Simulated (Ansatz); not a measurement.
Nb$_{3}$Sn (A15 (Cr3Si type), Pm-3n), a = 5.305 Å, b = 5.305 Å, c = 5.305 Å, α = 90.00°, β = 90.00°, γ = 90.00°.

Relaxed with r²SCAN.

Question: Decompose the optical modes at the zone centre into irreducible representations, and say which are infrared and Raman allowed.

Answer: Point group m-3m: Γ_opt = A2g + Eg + T1g + 2T1u + T2g + 2T2u. Infrared: T1u. Raman: Eg, T2g.

Question: Assign frequencies (DFPT, plane-wave PAW r²SCAN (Ansatz code)).

Answer: T2u 95, T1g 110, T2g 131, T1u 142, A2g 171, Eg 172, T1u 196, T2u 205 cm⁻¹.

The r²SCAN relaxation kept the symmetry of its start. The run is not spin-polarised. As this level gives no gap, phonon frequencies hold no LO–TO term and depend on the k-mesh and smearing (Fermi–Dirac, 0.1 eV here). Spin–orbit coupling is left out wherever it is not named.

Potentials: the earlier of the program's two PAW sets.
